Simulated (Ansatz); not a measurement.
Consider the following.

AlCo (CsCl type, Pm-3m), a = b = c = 2.8227 Å, α = β = γ = 90.00°.

This is the PBEsol-relaxed structure.

Question: All from DFT-PBEsol in the program Ansatz with PAW potentials, unless another level is named. Estimate the Debye temperature from the elastic constants.

Answer: 640 K.

Question: Predict the elastic constants (relaxed ions, GPa).

Answer: C11 = 304, C12 = 138, C44 = 153.

The PBEsol relaxation kept the symmetry of its start. The workflow began spin-polarised and lost its moments. As this level gives no gap, shear constants depend on the k-mesh and smearing (Fermi–Dirac, 0.1 eV here).

Potentials: the later of the program's two PAW sets.
